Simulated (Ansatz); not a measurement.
The guess for ZnSe3 was made by a generator: random cell by space group and Wyckoff sites (P6_3/mmc, No. 194). The dimensions are guesses.

```
Zn Se
1.0
     6.23367    0.00000    0.00000
    -3.11683    5.39851    0.00000
     0.00000    0.00000    6.01012
Zn Se
2 6
Direct
  0.33333 0.66667 0.75000
  0.66667 0.33333 0.25000
  0.86520 0.73041 0.25000
  0.26959 0.13480 0.25000
  0.86520 0.13480 0.25000
  0.13480 0.26959 0.75000
  0.73041 0.86520 0.75000
  0.13480 0.86520 0.75000
```

These are results of Ansatz, DFT PBE, scalar-relativistic, plane waves, PAW, not measurements. Cutoff 420 eV, Gaussian smearing, Γ-centred meshes. Cell and atoms relax first on a coarse mesh and then on a finer one. In between, the cell is made exact in the group found at 0.06 Å. In metals the finer mesh still leaves noise of several meV/atom or more. The steps can't lower the symmetry of their start. No spin polarisation.

A guess keeps its type if space group and coordination stay and the shape of the cell changes little (axis ratios within about 15 %, angles within 6°); the volume may change.

Question: Will the relaxed cell still be of the starting type?

Answer: It doesn't keep its type. The symmetry stays P6_3/mmc (No. 194). The volume per atom grows by 3.6 %, from 25.3 to 26.2 Å³. The shortest distance goes from 2.14 Å (Zn–Se) to 2.41 Å (Zn–Se). The ratio c/a of the conventional cell changes by a factor of 0.56. Counting neighbours within 15 % of an atom's shortest distance, the start has Se 1, Zn 3 and the end Se 1, Zn 3. In detail, at the end Zn is surrounded by 3 Se at 2.41 Å; Se is surrounded by 1 Zn at 2.41 Å and 4 Se at 2.88 Å.

```xyz
8
Lattice="7.6690 0.0000 0.0000 -3.8345 6.6415 0.0000 0.0000 0.0000 4.1154" Properties=species:S:1:pos:R:3 pbc="T T T"
Zn    0.0000    4.4277    3.0866
Zn    3.8345    2.2138    1.0289
Se    3.8345    4.6267    1.0289
Se    1.7449    1.0074    1.0289
Se    5.9241    1.0074    1.0289
Se    0.0000    2.0148    3.0866
Se    2.0896    5.6341    3.0866
Se   -2.0896    5.6341    3.0866
```

The zero of energy is the elements' standard structures at the same level; no fitted shifts are applied.

Question: At what energy does it end?

Answer: +0.06 eV/atom. A positive value: parting into the elements would lower its energy.

The last run used a 6×6×10 mesh (in the run's order of axes) for its 8-atom cell and Gaussian smearing of 0.10 eV. The reference form of Se is held partly by dispersion forces, which this level lacks. A structure relaxed within its symmetry needn't be a true minimum.
